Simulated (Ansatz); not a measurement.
C in space group P6_3/mmc (No. 194; C on 4e, C on 4f), DFT-r²SCAN in the program Ansatz with PAW potentials. The conduction-band minimum lies on the Γ–M line, 82 % of the way from Γ, with 6 equivalent valleys. Second derivatives d²E/dk² of the lowest band at one valley (eV·Å²), along Cartesian directions:

```csv
direction,d²E/dk²
[100],38.22
[010],4.780
[001],3.809
[110],21.51
[101],21.02
[011],4.292
```

Problem. Find the principal effective masses, the density-of-states mass and the conductivity mass.

Solution. Off-diagonal terms follow from H_xy = H[110] − (H_xx + H_yy)/2, and m*/mₑ = 7.620 eV·Å² over each eigenvalue: 0.20, 1.6, 2.0. One valley's DOS mass (m₁m₂m₃)^(1/3) = 0.86, conductivity mass 3/(Σ 1/mᵢ) = 0.49 mₑ.

Problem. What effective density of states Nc follows at 300 K for parabolic valleys?

Solution. Nc = 2.509e19 × 6 × (0.86)^(3/2) ≈ 1.2e20 cm⁻³.

Problem. With the computed static dielectric constant 5.76 (mean of the diagonal), estimate a hydrogenic donor's binding energy and radius.

Solution. E = 13.606 eV × 0.49/5.76² ≈ 200 meV; a = 0.529 Å × ε/m* ≈ 6.2 Å. Semilocal masses tend to be too small where the gap is.

The first step of the workflow began from a Materials Project structure, measured or hypothetical. Its sites differ from those of the usual phase in this space group: another stacking or structure type. Symmetry was held in the r²SCAN relaxation; phonons on a q-mesh show no instability.

Potentials: the earlier of the program's two PAW sets.
